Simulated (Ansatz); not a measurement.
## ZnS: zone-centre modes

Theory: DFT PBE, scalar-relativistic, plane waves, PAW in Ansatz. Settings: plane waves to 420 eV, k-mesh 12×12×6 (Γ-centred), Gaussian smearing 0.05 eV. No spin polarisation.

The starting cell (as given, not relaxed at this level):

```
Zn S
1.0
     3.81100    0.00000    0.00000
    -1.90550    3.30042    0.00000
     0.00000    0.00000    6.23400
Zn S
2 2
Cartesian
  0.0000 2.2003 0.0000
  1.9055 1.1001 3.1170
  0.0000 2.2003 2.4001
  1.9055 1.1001 5.5171
```

Harmonic modes by finite displacements of 0.02 Å, without the LO–TO term.

Problem. At this geometry, is the structure stable against these modes?

Solution. Yes: no mode is imaginary beyond 10 cm⁻¹, and only the three translations lie near zero.

Problem. List the wavenumbers in cm⁻¹.

Solution. 0, 0, 0, 73, 73, 178, 232, 295, 295, 300, 300, 311.

Cost: 1 run of about 1.3 core-minutes, on Intel Xeon 6975P-C (Granite Rapids) (shared hosts).